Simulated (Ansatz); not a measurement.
A relaxed structure of Pt is spoiled in several ways and relaxed again each time (squeezed and stretched starts keep its symmetry, which their runs cannot lower; pressure is positive under compression). The numbers are results of PBEsol (plane waves to 420 eV, PAW, scalar-relativistic; Ansatz, a first-principles code), not measurements.

Space group Fm-3m (No. 225); a = b = c = 3.9183 Å, α = β = γ = 90.00°

```json
[
 {"atom": "Pt", "site": "4a", "symmetry": "m-3m", "x": "0.0000", "y": "0.0000", "z": "0.0000"}
]
```
(The calculation used a cell of 1 atom; values per cell refer to that cell.)

| change | first pressure (GPa) | largest first force (eV/Å) | released (eV/atom) | moves | outcome | final group | E − E(parent) (eV/atom) |
|---|---|---|---|---|---|---|---|
| deformed by the Cartesian strain tensor (xx, yy, zz, yz, xz, xy) = (-0.074, -0.008, -0.159, 0.020, 0.030, -0.007) | 155.2 | 0.00 | 1.45 | 17 | returns to the parent | Fm-3m | 0.00 |
| stretched uniformly to 115 % of its volume | -27.5 | 0.00 | 0.23 | 7 | returns to the parent | Fm-3m | 0.00 |

First-step values come from each run's starting, coarser k-mesh (16×15×16, 14×14×14). The runs use different k-meshes, so differences are rounded accordingly. No spin polarisation in the result.
